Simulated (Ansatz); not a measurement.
PbF₂ (fluorite, Fm-3m), DFT-PBE in the program Ansatz with PAW potentials. The conduction-band minimum lies at X, with 3 equivalent valleys. Second derivatives d²E/dk² of the lowest band at one valley (eV·Å²), along Cartesian directions:

| direction | d²E/dk² |
|---|---|
| [100] | 3.094 |
| [010] | 15.09 |
| [001] | 15.09 |
| [110] | 9.089 |
| [101] | 9.089 |
| [011] | 15.09 |

### Question
Find the principal effective masses, the density-of-states mass and the conductivity mass.

### Answer
Off-diagonal terms follow from H_xy = H[110] − (H_xx + H_yy)/2, and m*/mₑ = 7.620 eV·Å² over each eigenvalue: 0.50, 0.50, 2.5. One valley's DOS mass (m₁m₂m₃)^(1/3) = 0.86, conductivity mass 3/(Σ 1/mᵢ) = 0.69 mₑ.

### Question
What effective density of states Nc follows at 300 K for parabolic valleys?

### Answer
Nc = 2.509e19 × 3 × (0.86)^(3/2) ≈ 6.0e19 cm⁻³.

### Question
With the computed static dielectric constant 35.4 (mean of the diagonal), estimate a hydrogenic donor's binding energy and radius.

### Answer
E = 13.606 eV × 0.69/35.4² ≈ 7.5 meV; a = 0.529 Å × ε/m* ≈ 27 Å. Semilocal masses tend to be too small where the gap is.

The PBE relaxation kept the symmetry of its start; phonons on a q-mesh show no instability. Scalar-relativistic: spin–orbit coupling is off unless named, which matters more the heavier the elements.

Potentials: the later of the program's two PAW sets.
